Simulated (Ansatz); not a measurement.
LaB:
```xyz
2
Lattice="0.0000 2.8339 2.8339 2.8339 0.0000 2.8339 2.8339 2.8339 0.0000" Properties=species:S:1:pos:R:3 pbc="T T T"
La     0.0000     0.0000     0.0000
B      2.8339     2.8339     2.8339
```

Relaxed with PBE. Special points in fractions of this cell's reciprocal vectors: Γ (0.000, 0.000, 0.000); X (0.500, 0.000, 0.500); U (0.625, 0.250, 0.625); K (0.375, 0.375, 0.750); L (0.500, 0.500, 0.500); W (0.500, 0.250, 0.750).

List the band energies nearest the Fermi level at these points for the program Ansatz at the PBE with spin–orbit coupling level (PAW).

In eV from the Fermi level; about four levels below and three above (degenerate sets whole), none deeper than 8.9 eV; points with the same levels are listed once.

| k | below | above |
|---|---|---|
| Γ | -6.39 -6.39 | 1.11 1.11 1.11 1.11 1.11 1.11 |
| X | -5.79 -5.79 -0.16 -0.16 | 0.58 0.58 1.17 1.17 |
| U | -5.22 -5.22 -0.72 -0.72 | 0.17 0.17 0.37 0.37 |
| L | -0.83 -0.83 -0.80 -0.80 | 2.59 2.59 2.80 2.80 |
| W | -0.66 -0.66 -0.06 -0.06 | 0.20 0.20 2.42 2.42 |

Space group Fm-3m (rock salt). The start of the workflow was typed in or built on a structure type; neither database checked (COD, Materials Project) lists it. Its standing as an ambient phase is unchecked. The PBE relaxation kept the symmetry of its start; its stability against distortions is not shown here. Its formation energy is positive at this level, so the cell may be metastable or incomplete.

Potentials: the earlier of the program's two PAW sets.
